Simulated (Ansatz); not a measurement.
LaLuO₃ (cubic perovskite, Pm-3m) at seven volumes, DFT-LDA in the program Ansatz with PAW potentials, scaled uniformly. One row is withheld.

```csv
V (Å³/atom),P (GPa)
13.037,18.90
13.467,11.56
13.897,?
14.326,0.01
14.756,-4.51
15.186,-8.35
15.616,-11.62
```

Q: Fit the shown pressures and predict the withheld one.

A: Third-order Birch–Murnaghan: P = (3/2)B₀(x^(7/2) − x^(5/2))[1 + (3/4)(B′ − 4)(x − 1)] with x = (V₀/V)^(2/3). Least squares on the six rows gives V₀ = 14.327 Å³/atom, B₀ = 162.9 GPa, B′ = 4.38. At V = 13.897, x = 1.0205 and P = 5.31 GPa. The run itself gave 5.32 GPa.

The cell is a constructed one: a structure type filled with these elements; neither database checked (COD, Materials Project) lists it. Whether it is the stable phase at ambient conditions was not checked. The LDA relaxation kept the symmetry of its start. At this level the phase is dynamically unstable (imaginary phonons). Scalar-relativistic: spin–orbit coupling is off unless named, which matters more the heavier the elements.

Potentials: the earlier of the program's two PAW sets. The files were generated under PBE; for other functionals the program regenerates the frozen cores, and for LDA and PBEsol the local potential too.
